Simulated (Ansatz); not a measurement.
PbS (rock salt)

```yaml
crystal:
  lattice:
    - [0.00000, 3.00452, 3.00452]
    - [3.00452, 0.00000, 3.00452]
    - [3.00452, 3.00452, 0.00000]
  atoms:
    - { symbol: S, position: [0.00000, 0.00000, 0.00000] }
    - { symbol: Pb, position: [0.50000, 0.50000, 0.50000] }
```

The relaxed cell is deformed in two ways at once: its volume V is scaled, and at that volume it is stretched along z (the c axis of the conventional cell) so that c/a changes. Fractional atomic positions are held.

All values below come from PBE (plane waves to 420 eV, PAW, scalar-relativistic; Ansatz, a program for electronic structure). k mesh 10×10×10 (Γ-centred), Fermi-Dirac smearing 0.05 eV. Compression counts positive. PbS was relaxed with its symmetry unable to fall. Spin-orbit coupling is left out, though Pb is heavy. The PAW data are Ansatz's earlier set.

Changes of P (GPa) from the point V/V₀ = 1.000, (c/a)/(c/a)₀ = 1.000 when one coordinate moves alone (two changes are said to add if the coupling is within 5 % of the smaller one, nearly so within 20 %):

```tsv
point	change
V/V₀ = 1.000, (c/a)/(c/a)₀ = 0.960	0.247
V/V₀ = 1.000, (c/a)/(c/a)₀ = 0.973	0.107
V/V₀ = 1.000, (c/a)/(c/a)₀ = 0.987	0.026
V/V₀ = 0.960, (c/a)/(c/a)₀ = 1.000	2.355
V/V₀ = 0.973, (c/a)/(c/a)₀ = 1.000	1.514
V/V₀ = 0.987, (c/a)/(c/a)₀ = 1.000	0.730
V/V₀ = 1.013, (c/a)/(c/a)₀ = 1.000	-0.680
V/V₀ = 1.027, (c/a)/(c/a)₀ = 1.000	-1.313
V/V₀ = 1.040, (c/a)/(c/a)₀ = 1.000	-1.902
V/V₀ = 1.000, (c/a)/(c/a)₀ = 1.013	0.025
V/V₀ = 1.000, (c/a)/(c/a)₀ = 1.027	0.098
V/V₀ = 1.000, (c/a)/(c/a)₀ = 1.040	0.216
```

Problem. Do the two effects add at V/V₀ = 1.013, (c/a)/(c/a)₀ = 1.040? Give the computed change.

Solution. The sum of the single changes is -0.680 + (0.216) = -0.464; the calculation gives -0.472, so they add (within 5 % of the smaller single change).

Problem. Do the two effects add at V/V₀ = 0.960, (c/a)/(c/a)₀ = 1.040? Give the computed change.

Solution. The sum of the single changes is 2.355 + (0.216) = 2.571; the calculation gives 2.596, so the coupling contributes 0.025 (under 20 % of the smaller single change, nearly additive).

(Under strain, the slope of the energy per volume gives the stress and its curvature an elastic modulus.)
